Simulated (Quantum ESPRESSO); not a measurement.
# GeGa3N4: a curve over strain

Computed values, not a measurement. The program is pw.x of Quantum ESPRESSO 7.5 (plane-wave density functional theory). The cell is made up: 8 atoms on a wurtzite lattice, with randomly drawn elements, strain and displacements, not relaxed. PseudoDojo standard norm-conserving files (v0.5 for PBE, v0.4.1 for LDA and PBEsol) set the functional; there is no spin polarisation, spin-orbit coupling or dispersion term, and the masses in the input are unused placeholders. A spin-polarised start on this cell or one of its family kept no moment.

Seven runs add a strain to one cell (the same linear strain along x, y and z); the atoms follow the cell and are not relaxed. Stress in the table is positive in tension.

Input of the run at +0.0095:

```
&control calculation='scf', pseudo_dir='./dojo.nc.sr.pbe.v0_5.standard.upf', outdir='./o', disk_io='medium', tprnfor=.true., tstress=.true. /
&system ibrav=0, nat=8, ntyp=3, nbnd=47, ecutwfc=84.00895049, nosym=.true., tot_charge=0,
 occupations='smearing', smearing='fd', degauss=0.0073498644
/
&electrons conv_thr=7.350e-09, electron_maxstep=60, /
ATOMIC_SPECIES
Ga 1.0 Ga.upf
Ge 1.0 Ge.upf
N 1.0 N.upf
CELL_PARAMETERS angstrom
3.3308 -0.0073 0.0384
-0.0125 5.6345 -0.0206
0.0626 -0.0194 5.351
ATOMIC_POSITIONS angstrom
Ge 0.1205 -0.0078 -0.0008
Ga 1.5767 2.7397 0.0393
Ga 1.7485 0.8293 2.7106
Ga -0.1153 3.7167 2.735
N 0.1615 0.1926 2.0505
N 1.8132 2.9746 2.0736
N 1.6389 0.8375 4.8228
N 0.0296 3.6574 4.7943
K_POINTS automatic
7 6 6 1 1 1
```

```
added strain  free energy less that of the input shown (eV)  stress xx (GPa)  stress yy (GPa)  stress zz (GPa)  stress xy (GPa)  pressure (GPa)  iterations
     -0.0241                                         0.6843           -37.61           -15.04           -12.55           -10.53           21.73          13
     -0.0169                                         0.4425           -31.15           -11.07            -8.45            -9.42           16.89          13
     -0.0107                                         0.2774           -26.01            -7.92            -5.22            -8.52           13.05          13
     +0.0095                                         0.0000           -11.76             0.72             3.54            -6.02            2.50          13
     +0.0179                                        -0.0108            -6.82             3.69             6.50            -5.14           -1.13          13
     +0.0247                                         0.0212            -3.22             5.84             8.64            -4.49           -3.76          13
```

Question: one run is left out of the table, at +0.0153. Estimate its stress xx (GPa).

Answer: -8.29. The whole row:

```
added strain  free energy less that of the input shown (eV)  stress xx (GPa)  stress yy (GPa)  stress zz (GPa)  stress xy (GPa)  pressure (GPa)  iterations
     +0.0153                                        -0.0137            -8.29             2.81             5.63            -5.40           -0.05          13
```

A cubic fit gives a slope of stress xx against the added strain of 699 GPa at zero added strain, with the atoms clamped. Across the table the free energy follows the integral of the stress to within 1.4 meV. A rerun of one of the cells at 1437 eV and a 9 x 8 x 8 mesh moved values by no more than 0.004 eV in energy, 0.05 GPa in stress and 0.010 eV/Å in force.